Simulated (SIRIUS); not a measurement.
A self-consistent single point of Si (Fd-3m, 8 atoms in the cell; from Materials Project mp-149, changed as shown).

```
Si
1.0
    5.42659     0.00000     0.00000
    0.00000     5.42659     0.00000
    0.00000     0.00000     5.42659
Si
8
Cartesian
  1.35665   4.06994   1.35665
  0.00000   0.00000   2.71329
  1.35665   1.35665   4.06994
  0.00000   2.71329   0.00000
  4.06994   4.06994   4.06994
  2.71329   0.00000   0.00000
  4.06994   1.35665   1.35665
  2.71329   2.71329   2.71329
```

All values come from this method and carry its errors: LDA (PW92), GBRV LDA ultrasoft pseudopotentials (plane waves; SIRIUS).

SIRIUS settings:

* **parameters.ngridk**: 6 6 6
* **parameters.xc_functionals**: [XC_LDA_X, XC_LDA_C_PW]
* **parameters.gk_cutoff**: 6.325 1/bohr
* **parameters.pw_cutoff**: 14.143 1/bohr
* **parameters.smearing**: fermi_dirac
* **parameters.smearing_width**: 0.00183747 Ha
* **potentials**: GBRV LDA ultrasoft pseudopotentials
* **parameters.electronic_structure_method**: pseudopotential
* **parameters.num_bands**: 20
* **parameters.num_mag_dims**: 0
* **parameters.num_dft_iter**: 100
* **parameters.energy_tol**: 1e-07 Ha
* **parameters.density_tol**: 1e-06
* **mixer.type**: anderson
* **mixer.beta**: 0.7
* **mixer.use_hartree**: true

Results:

- Number of valence electrons: 32
- Number of bands: 20
- Number of k-points after the program's reduction: 20
- Number of plane waves (most at a k-point): 4636
- Number of SCF iterations: 10
- FFT grid: 50 × 50 × 50
- Free energy E − TS: -1048.0543 eV
- Gap on the k-point mesh: 0.47 eV
- Pressure: -1.42 GPa

Stress (GPa, positive for compression):
```
-1.42   0.00   0.00
 0.00  -1.42   0.00
 0.00   0.00  -1.42
```

Gaps are taken between levels on the mesh.

For comparison: a first run was changed to give this one (lattice scaled by 0.98), and from it to this one the free energy drops by 30.7 meV/atom, the pressure goes from -6.22 to -1.42 GPa and the gap on the mesh goes from 0.568 to 0.473 eV.

The structure comes from a collection of computed structures, made at another level of theory; the collection holds predicted forms beside known ones. Its lattice was then scaled.

Cost on one core: around 30 core-seconds (rough).
